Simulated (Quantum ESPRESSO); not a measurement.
## Kohn-Sham bands of GaN (zinc blende)

```
CELL_PARAMETERS angstrom
      0.00000     2.25350     2.25350
      2.25350     0.00000     2.25350
      2.25350     2.25350     0.00000
ATOMIC_POSITIONS crystal
  Ga 0.00000 0.00000 0.00000
  N  0.25000 0.25000 0.25000
```

Cell from Materials Project (mp-830), symmetrised, no further relaxation. Not found in the COD (Crystallography Open Database) copy used, which has the formula in other groups; not checked further. Level: PBEsol, spinors with spin-orbit coupling; pw.x of Quantum ESPRESSO at 68 Ry with PseudoDojo potentials, 10×10×10 k-points, Wannier90. Density: 12×12×12 mesh, cold smearing 0.01 Ry.

### Question
List the Kohn-Sham levels between −8 and 4.7 eV relative to the valence-band maximum at the high-symmetry points, as a band run of pw.x on that density gives them (levels within 2 meV counted together).

### Answer
| point | k (reciprocal lattice) | levels (eV) |
|---|---|---|
| Γ | 0.000 0.000 0.000 | -0.01 (×2), 0.00 (×4), 1.70 (×2) |
| X | -0.500 -0.500 0.000 | -6.17 (×2), -2.75 (×2), -2.71 (×2), 3.25 (×2) |
| U | -0.375 -0.375 0.250 | -5.91, -5.91, -4.33, -4.29, -2.20, -2.19 |
| K | -0.375 0.000 0.375 | -5.91, -5.91, -4.33, -4.29, -2.20, -2.19 |
| L | 0.000 0.000 0.500 | -7.10 (×2), -0.99 (×2), -0.97 (×2), 4.58 (×2) |
| W | -0.500 -0.250 0.250 | -5.74, -5.73, -3.76, -3.75, -3.69, -3.65 |
